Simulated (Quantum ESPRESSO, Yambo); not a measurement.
**Levels of theory for the gap of LiMgBN2**

LiMgBN₂ (space group I-4m2, No. 119): one geometry, one set of PBEsol (pw.x of Quantum ESPRESSO, ONCV potentials, scalar-relativistic) orbitals, self-energies from Yambo (4×4×4 Γ-centred k mesh, bands 6 to 120 and a 8 Ry block in the screening, 120 bands in G with the Bruneval-Gonze terminator, plasmon pole fitted at 27.2 eV).

The geometry is that of Materials Project entry mp-1222299, symmetrised and not relaxed again.

| level | gap Z → Γ (eV) | direct gap at Z (eV) | rough Yambo cost |
|---|---|---|---|
| PBEsol (Quantum ESPRESSO) | 2.48 | 3.39 | – |
| exchange only (Hartree-Fock self-energy on PBEsol orbitals) | 10.00 | 10.95 | about 1/6 (10 states) |
| static COHSEX@PBEsol | 5.61 | 6.53 | within a factor of two (3 states) |
| G0W0@PBEsol, plasmon pole | 4.19 | 5.16 | 1 (10 states) |
| G0W0@PBEsol, multipole fit to 8 frequencies, no terminator | 4.13 | 5.10 | within a factor of two (3 states) |
| G0W0@PBEsol, plasmon pole, no terminator | 4.09 | 5.08 | about 1/8 (3 states, screening reused) |

Bare exchange has no screening and gives the widest gap; static COHSEX screens it but leaves out the frequency dependence, which G0W0 restores.

Costs are rough ratios of core time on shared machines.

Nearest settings tried, and what they do to the gap: 45 bands in W, 45 bands in G: -42 meV; 3 Ry block (37 vectors against 171): -430 meV. Not varied: mesh. So the settings aren't converged at that level.

The structure is a Materials Project entry; no match was found in the copy of COD used, and its stability was not checked.
